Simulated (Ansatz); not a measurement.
## LiZn (Fd-3m): electronic heat capacity and spin susceptibility from the density of states

Method: DFT PBEsol, scalar-relativistic, plane waves, PAW in Ansatz 0.2.0.

Cutoff 420 eV; k points 12×12×12 on the computed 4-atom cell (Γ-centred); Gaussian smearing, width 0.10 eV; no spin polarisation.

Relaxed cell: Fd-3m, a = 6.055 Å, b = 6.055 Å, c = 6.055 Å, α = 90.00°, β = 90.00°, γ = 90.00°, 4 atoms in the primitive cell. Whether it is the stable form of this composition wasn't checked.

The density of states at the Fermi level is 1.216 states/eV in the cell of 4 atoms (2 formula units; both spins, tetrahedra on a 18×18×18 mesh).

Problem. What Sommerfeld coefficient and Pauli susceptibility does this give?

Solution. Per formula unit N(E_F) = 0.608 states/eV. γ = (π²/3) k_B² N(E_F) N_A = 2.357 mJ/(mol K²) per state/eV, so γ = 1.4 mJ/(mol K²), a mole of formula units. χ_P = μ_B² N(E_F) N_A = 3.23×10⁻⁵ emu/mol per state/eV gives 2.0×10⁻⁵ emu/mol. This is the bare band result: a measured γ of the same phase is as a rule larger by a factor 1 + λ from phonons and spin fluctuations, the spin part of χ is larger by the Stoner factor, and a measured χ also holds orbital and core terms. N(E_F) at one energy is sensitive to the mesh where the density of states has sharp peaks.

Cost: 1 run of about 0.86 core-minutes, on Arm Neoverse V1 (shared hosts).